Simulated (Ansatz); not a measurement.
Cell and atoms are relaxed with the symmetry kept. Start:

```
Te Mo
1.0
     5.16954    2.98463    3.99020
    -5.16954    2.98463    3.99020
     0.00000   -5.96927    3.99020
Te Mo
8 6
Direct
  0.28502 0.28502 0.28502
  0.71498 0.71498 0.71498
  0.88259 0.61762 0.24073
  0.24073 0.88259 0.61762
  0.61762 0.24073 0.88259
  0.11741 0.38238 0.75927
  0.75927 0.11741 0.38238
  0.38238 0.75927 0.11741
  0.95315 0.25263 0.08087
  0.08087 0.95315 0.25263
  0.25263 0.08087 0.95315
  0.04685 0.74737 0.91913
  0.91913 0.04685 0.74737
  0.74737 0.91913 0.04685
```

Computed with DFT LDA, scalar-relativistic, plane waves, PAW (Ansatz).

Settings: cutoff 420 eV, Γ-centred mesh 6×6×6 on the computed 14-atom cell, Gaussian smearing of 0.10 eV; no spin polarisation.

Q: What does it relax to?

A: The volume falls by 2.26 Å³/atom to 24.12 Å³/atom, and the energy falls by 33.2 meV/atom. Final structure:
```
Te Mo
1.0
     5.01478    2.89528    3.87686
    -5.01478    2.89528    3.87686
     0.00000   -5.79057    3.87686
Te Mo
8 6
Direct
  0.29033 0.29033 0.29033
  0.70967 0.70967 0.70967
  0.87847 0.61732 0.24841
  0.24841 0.87847 0.61732
  0.61732 0.24841 0.87847
  0.12153 0.38268 0.75159
  0.75159 0.12153 0.38268
  0.38268 0.75159 0.12153
  0.95439 0.25882 0.08056
  0.08056 0.95439 0.25882
  0.25882 0.08056 0.95439
  0.04561 0.74118 0.91944
  0.91944 0.04561 0.74118
  0.74118 0.91944 0.04561
```

Cost: 1 run of about 33 core-minutes, on Arm Neoverse N1 (shared hosts).